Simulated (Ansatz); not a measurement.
SiW:
Space group Fm-3m (No. 225); a = 4.949 Å, b = 4.949 Å, c = 4.949 Å, α = 90.00°, β = 90.00°, γ = 90.00°

| atom | site | symmetry | x | y | z |
|---|---|---|---|---|---|
| Si | 4a | m-3m | 0.0000 | 0.0000 | 0.0000 |
| W | 4b | m-3m | 0.5000 | 0.5000 | 0.5000 |
(The calculation used a cell of 2 atoms; values per cell refer to that cell.)

This is the LDA-relaxed structure.

**Question.** All from LDA in the plane-wave PAW code Ansatz, unless another level is named. Predict the highest zone-centre frequency.

**Answer.** 356 cm⁻¹.

**Question.** What about the bulk modulus (Birch–Murnaghan fit)?

**Answer.** 208 GPa.

A made-up cell: these elements were put on the sites of a structure type; neither database checked (COD, Materials Project) lists it. Its standing as an ambient phase is unchecked. The cell was relaxed with LDA under the symmetry of its start. At this level the phase is mechanically unstable. The run is not spin-polarised. As this level gives no gap, phonon frequencies hold no LO–TO term and depend on the k-mesh and smearing (Fermi–Dirac, 0.1 eV here). Scalar-relativistic: spin–orbit coupling is off unless named, which matters more the heavier the elements.

Potentials: the later of the program's two PAW sets.
